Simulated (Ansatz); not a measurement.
HfO₂ (tetragonal-ZrO2 type, space group P4_2/nmc)

```xyz
6
Lattice="3.5671 0.0000 0.0000 0.0000 3.5671 0.0000 0.0000 0.0000 5.1660" Properties=species:S:1:pos:R:3 pbc="T T T"
Hf     0.0000     0.0000     0.0000
Hf     1.7835     1.7835     2.5830
O      0.0000     1.7835     1.0337
O      0.0000     1.7835     3.6167
O      1.7835     0.0000     1.5493
O      1.7835     0.0000     4.1323
```

In each cell atom 4 (O, nearest neighbour Hf at 2.061 Å; its periodic images, 3.6 Å or more away, move with it) moves by s·(0.000, 0.000, 1.000) (along Cartesian z), the rest being held.

These are PBEsol (plane waves to 420 eV, PAW, scalar-relativistic; Ansatz, a program for electronic structure) values and carry that method's errors. k mesh 8×8×5 (Γ-centred), Fermi-Dirac smearing 0.05 eV. The energy includes the smearing's −TS. HfO2 is run without spin polarisation. HfO2 was relaxed with its symmetry unable to fall. Spin-orbit coupling is left out, though Hf is heavy. This is a high-temperature form of HfO2. The zero of ΔE is the undisplaced structure.

| s (Å) | ΔE (meV/cell) |
|---|---|
| -0.410 | 1219 |
| -0.328 | withheld |
| -0.246 | 429 |
| -0.164 | 188 |
| -0.082 | 47 |
| 0.000 | 0 |
| 0.082 | 46 |
| 0.164 | 181 |
| 0.246 | 405 |
| 0.328 | 717 |
| 0.410 | 1116 |

### Question
Fit a polynomial form (powers 2, 3, 4) to the given rows and predict ΔE at s = -0.328.

### Answer
Least squares on the 10 given rows: ΔE = (6855)·s² + (-750.8)·s³ + (535.3)·s⁴, in meV/cell with s in Å; root-mean-square residual 0.5 meV/cell. At -0.328 the fit gives 770 meV/cell; the calculation gives 772 meV/cell, so the interpolation is off by -2 (-0.3 %). The quadratic term alone would give 737 meV/cell.

(A displaced cell: forces are minus the slopes of the energy, force constants its curvatures, and phonons follow from these.)
